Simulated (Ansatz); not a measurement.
HfRh:
Space group Pm-3m (No. 221); a = b = c = 3.232 Å, α = β = γ = 90.00°

| atom | site | symmetry | x | y | z |
|---|---|---|---|---|---|
| Rh | 1b | m-3m | 0.5000 | 0.5000 | 0.5000 |
| Hf | 1a | m-3m | 0.0000 | 0.0000 | 0.0000 |

This is the PBEsol-relaxed structure.

Task: All from the program Ansatz at the PBEsol level (PAW), unless another level is named. Predict the bulk modulus (Birch–Murnaghan fit).

Result: 192 GPa.

Task: And the elastic constants (relaxed ions, GPa)?

Result: C11 = 200, C12 = 190, C44 = 60.1.

The workflow started from an entry of the Crystallography Open Database (COD). Whether it is the stable phase at ambient conditions was not checked. Symmetry was held in the PBEsol relaxation; whether a distortion lowers the energy is not shown. No spin polarisation was allowed. As this level gives no gap, shear constants depend on the k-mesh and smearing (Fermi–Dirac, 0.1 eV here). Scalar-relativistic: spin–orbit coupling is off unless named, which matters more the heavier the elements.

Potentials: the later of the program's two PAW sets.
